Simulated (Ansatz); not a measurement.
GeI2:
```cif
data_GeI2
_chemical_formula_sum 'Ge1 I2'
_space_group_name_H-M_alt 'P-3m1'
_space_group_IT_number 164
_space_group_name_Hall '-P 3 2"'
_cell_length_a 4.14701
_cell_length_b 4.14701
_cell_length_c 6.64495
_cell_angle_alpha 90.000
_cell_angle_beta 90.000
_cell_angle_gamma 120.000
loop_
_atom_site_label
_atom_site_type_symbol
_atom_site_symmetry_multiplicity
_atom_site_Wyckoff_symbol
_atom_site_fract_x
_atom_site_fract_y
_atom_site_fract_z
_atom_site_occupancy
Ge1 Ge 1 a 0.00000 0.00000 0.00000 1
I1 I 2 d 0.33333 0.66667 0.25962 1
```

Relaxed with LDA.

Q: Which orbitals make up the states near the band edges in DFT-LDA in the program Ansatz with PAW potentials?

A: Top 1 eV of the valence band: I 5p 78 %, Ge 4s 19 %. Bottom 1 eV of the conduction band: Ge 4p 69 %, I 5p 21 %, outside the projected shells 5 %. Projections are on Löwdin-orthogonalised atomic valence shells; empty p or d shells of many metals are not among them.

Q: Tabulate the density of states.

A: States/eV per cell of 3 atoms, in 0.25 eV bins, energy from the valence-band maximum.

| E (eV) | total | I 5p | Ge 4p | Ge 4s |
|---|---|---|---|---|
| -7.85 | 3.31 | 0.75 | 0.00 | 2.41 |
| -7.60 | 1.62 | 0.35 | 0.00 | 1.12 |
| -7.35 | 1.60 | 0.37 | 0.00 | 1.01 |
| -7.10 | 0.76 | 0.17 | 0.00 | 0.46 |
| -6.85 | 0.17 | 0.03 | 0.00 | 0.10 |
| -6.60 | 0.00 | 0.00 | 0.00 | 0.00 |
| -6.35 | 0.00 | 0.00 | 0.00 | 0.00 |
| -6.10 | 0.00 | 0.00 | 0.00 | 0.00 |
| -5.85 | 0.00 | 0.00 | 0.00 | 0.00 |
| -5.60 | 0.00 | 0.00 | 0.00 | 0.00 |
| -5.35 | 0.00 | 0.00 | 0.00 | 0.00 |
| -5.10 | 0.00 | 0.00 | 0.00 | 0.00 |
| -4.85 | 0.00 | 0.00 | 0.00 | 0.00 |
| -4.60 | 0.61 | 0.40 | 0.19 | 0.00 |
| -4.35 | 1.71 | 1.15 | 0.53 | 0.00 |
| -4.10 | 2.21 | 1.49 | 0.67 | 0.00 |
| -3.85 | 1.72 | 1.20 | 0.48 | 0.01 |
| -3.60 | 2.20 | 1.55 | 0.58 | 0.02 |
| -3.35 | 3.11 | 2.29 | 0.73 | 0.03 |
| -3.10 | 2.83 | 2.07 | 0.66 | 0.03 |
| -2.85 | 3.26 | 2.44 | 0.74 | 0.03 |
| -2.60 | 2.65 | 2.00 | 0.58 | 0.02 |
| -2.35 | 2.42 | 1.98 | 0.37 | 0.03 |
| -2.10 | 2.94 | 2.50 | 0.35 | 0.04 |
| -1.85 | 3.65 | 3.21 | 0.33 | 0.05 |
| -1.60 | 3.59 | 3.26 | 0.24 | 0.04 |
| -1.35 | 4.77 | 4.53 | 0.13 | 0.05 |
| -1.10 | 2.88 | 2.69 | 0.06 | 0.10 |
| -0.85 | 1.53 | 1.20 | 0.03 | 0.26 |
| -0.60 | 2.63 | 2.05 | 0.05 | 0.48 |
| -0.35 | 2.38 | 1.84 | 0.04 | 0.46 |
| -0.10 | 0.91 | 0.70 | 0.01 | 0.19 |
| 0.15 | 0.00 | 0.00 | 0.00 | 0.00 |
| 0.40 | 0.00 | 0.00 | 0.00 | 0.00 |
| 0.65 | 0.00 | 0.00 | 0.00 | 0.00 |
| 0.90 | 0.00 | 0.00 | 0.00 | 0.00 |
| 1.15 | 0.00 | 0.00 | 0.00 | 0.00 |
| 1.40 | 0.00 | 0.00 | 0.00 | 0.00 |
| 1.65 | 0.00 | 0.00 | 0.00 | 0.00 |
| 1.90 | 0.07 | 0.01 | 0.05 | 0.00 |
| 2.15 | 0.51 | 0.08 | 0.37 | 0.00 |
| 2.40 | 1.60 | 0.32 | 1.13 | 0.00 |
| 2.65 | 3.62 | 0.86 | 2.41 | 0.01 |
| 2.90 | 3.90 | 1.04 | 2.47 | 0.00 |
| 3.15 | 4.62 | 1.33 | 2.82 | 0.00 |
| 3.40 | 3.66 | 1.12 | 2.18 | 0.00 |
| 3.65 | 2.81 | 0.91 | 1.62 | 0.00 |
| 3.90 | 1.66 | 0.57 | 0.92 | 0.00 |
| 4.15 | 1.22 | 0.44 | 0.66 | 0.00 |
| 4.40 | 0.39 | 0.12 | 0.17 | 0.00 |
| 4.65 | 0.53 | 0.04 | 0.04 | 0.00 |
| 4.90 | 0.99 | 0.03 | 0.03 | 0.00 |
| 5.15 | 1.27 | 0.03 | 0.02 | 0.00 |
| 5.40 | 1.47 | 0.03 | 0.02 | 0.00 |
| 5.65 | 1.68 | 0.02 | 0.01 | 0.00 |
| 5.90 | 1.03 | 0.01 | 0.01 | 0.00 |
| 6.15 | 0.84 | 0.01 | 0.01 | 0.00 |
| 6.40 | 1.12 | 0.01 | 0.01 | 0.00 |

The workflow started from an entry of the Crystallography Open Database (COD), which files this formula under 2 space groups. Its standing as an ambient phase is unchecked. Symmetry was held in the LDA relaxation; its stability against distortions is not shown here. A crystal of weakly bound layers computed without a dispersion correction: the cell and the soft elastic constants depend strongly on that. Spin–orbit coupling is left out wherever it is not named.

Potentials: the later of the program's two PAW sets.
